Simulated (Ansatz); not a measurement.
# SnP3, a database entry at a rescaled volume

```
CELL_PARAMETERS angstrom
3.73825 2.15828 3.55071
-3.73825 2.15828 3.55071
0.00000 -4.31656 3.55071
ATOMIC_POSITIONS crystal
P 0.79670 0.25500 0.79670
P 0.79670 0.79670 0.25500
P 0.25500 0.79670 0.79670
P 0.20330 0.74500 0.20330
P 0.74500 0.20330 0.20330
P 0.20330 0.20330 0.74500
Sn 0.25760 0.25760 0.25760
Sn 0.74240 0.74240 0.74240
```

Single point in Ansatz 0.2.0 with r2SCAN, no spin polarisation. Cutoff 500 eV, PAW datasets, 5×5×5 Γ-centred k mesh, fermi-dirac filling (width 0.0151 eV).

**Stress.** The pressure is -1.6 GPa (compression positive), so with the atoms held at these fractions the cell would first shrink.
**Forces.** The largest is on P2 (and as large on other atoms): 0.46 eV/Å, components (0.00, 0.29, 0.36). It makes 50° with the line to a nearest neighbour, P4 at 2.25 Å.
**Formation energy.** -0.02 eV an atom against the elements' usual phases (free molecules for gases, crystals otherwise, with no correction for O₂ or N₂), too near zero to call. Relaxing would lower it.
**Electronic structure.** It is a metal, with about 1.9 states/eV a cell as the mean within 0.25 eV of the Fermi level, mostly P p (47 %), Sn p (22 %) and Sn s (17 %).
**Charges.** Bader charges in e: Sn +0.89, P -0.30. In the mean Sn gives up most and P takes most.

Origin: a database entry at a rescaled volume.
